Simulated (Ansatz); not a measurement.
The relaxed structure here is a generated cell of VBiO4: the first start was made by placing the elements on the sites of a structure type, and the end was not matched to a known phase here, so it may be hypothetical. Known forms of VBiO4 include space group No. 88.

One starting cell of VBiO$_{4}$ (a generated cell, VBiO4 placed in the AFLOW prototype ABC4_mP12_13_e_a_2g (E1_b, as in AgTe4Au)) was relaxed twice with Ansatz (plane waves, PAW, scalar-relativistic): with r2SCAN at 500 eV and with PBE at 420 eV. The r2SCAN result:

```
CELL_PARAMETERS angstrom
      4.76230     0.00000     0.00000
      0.00000     3.80668     0.00000
     -1.60748     0.00000     9.36769
ATOMIC_POSITIONS crystal
  V  0.50000 0.67947 0.75000
  V  0.50000 0.32053 0.25000
  O  0.68276 0.04634 0.15964
  O  0.31724 0.04634 0.34036
  O  0.31724 0.95366 0.84036
  O  0.68276 0.95366 0.65964
  O  0.23828 0.49472 0.61760
  O  0.76172 0.49472 0.88240
  O  0.76172 0.50528 0.38240
  O  0.23828 0.50528 0.11760
  Bi 0.00000 0.00000 0.50000
  Bi 0.00000 0.00000 0.00000
```

```
quantity                          r2SCAN    PBE
--------------------------------  ------  -----
space group                         P2/c   P2/c
volume (Å³/atom)                   14.15  14.60
a (Å)                              4.762  4.809
b (Å)                              3.807  3.854
c (Å)                              9.505  9.595
gap (eV, no spin-orbit coupling)    2.08   1.90
```

Both levels end in the same structure; PBE's volume is 3.2 % larger; its gap is 0.18 eV smaller. Neither column is exact.

No spin polarisation in the result. No Hubbard U is applied. Spin-orbit coupling is missing; with elements this heavy it can move band edges by tenths of an eV or more.

The run could not lose the symmetry of its start, so the end can be a saddle point.

Ansatz is a quantum-chemistry and plane-wave program.
